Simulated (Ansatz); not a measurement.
**All-electron card of Sc**

```yaml
crystal:
  lattice:
    - [3.30880, 0.00000, 0.00000]
    - [-1.65440, 2.86550, 0.00000]
    - [0.00000, 0.00000, 5.26800]
  atoms:
    - { symbol: Sc, position: [0.33333, 0.66667, 0.25000] }
    - { symbol: Sc, position: [0.66667, 0.33333, 0.75000] }
```

Atoms are numbered in the order listed.

The geometry is COD entry 9011704, unchecked; take it as a test cell.

The calculation used DFT, LDA, all-electron LAPW, scalar-relativistic in Ansatz 0.2.0.

Sampling and basis: a Γ-centred 13×13×7 k mesh, Fermi–Dirac smearing of 0.03 eV, basis error target 0.5 meV/atom, no spin polarisation.

```json
{
 "Pressure at this cell": "-5.29 GPa",
 "Band gap": "none: bands cross the Fermi level, a metal",
 "Stress xx, yy, zz (compression positive)": "-4.68, -4.68, -6.50 GPa",
 "Density of states at the Fermi level (0.2 eV bin)": "4.90 states/eV per cell",
 "Volume per atom": "24.97 Å³"
}
```
